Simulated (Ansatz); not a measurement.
This cell of GaCuSe2 (chalcopyrite) is off equilibrium:

```yaml
crystal:
  lattice:
    - [-2.91901, 2.91901, 5.77606]
    - [2.91901, -2.91901, 5.77606]
    - [2.91901, 2.91901, -5.77606]
  atoms:
    - { symbol: Cu, position: [0.75000, 0.25000, 0.50000] }
    - { symbol: Cu, position: [0.00000, 0.00000, 0.00000] }
    - { symbol: Ga, position: [0.25000, 0.75000, 0.50000] }
    - { symbol: Ga, position: [0.50000, 0.50000, 0.00000] }
    - { symbol: Se, position: [0.12530, 0.12500, 0.50030] }
    - { symbol: Se, position: [0.62470, 0.62500, 0.49970] }
    - { symbol: Se, position: [0.37500, 0.87470, 0.99970] }
    - { symbol: Se, position: [0.87500, 0.37530, 0.00030] }
```

The numbers are results of r2SCAN (plane waves to 500 eV, PAW, scalar-relativistic; Ansatz, an electronic-structure program), not measurements. k mesh 8×8×8 (Γ-centred), Fermi-Dirac smearing 0.05 eV. The energy includes the smearing's −TS. Stress and pressure are positive under compression. GaCuSe2 is run without spin polarisation. GaCuSe2 was relaxed with its symmetry unable to fall.

Problem. Give the stress tensor in GPa and the pressure.

Solution. 
```
   -6.3      0.0      0.0
    0.0     -6.3      0.0
    0.0      0.0     -6.3
```
The pressure, a third of the trace, is -6.3 GPa.

Problem. It is the relaxed cell scaled evenly to V/V₀ = 1.128, atoms relaxed where free. What is its energy relative to the relaxed cell?

Solution. 61.5 meV/atom.

(Under strain, the slope of the energy per volume gives the stress and its curvature an elastic modulus.)
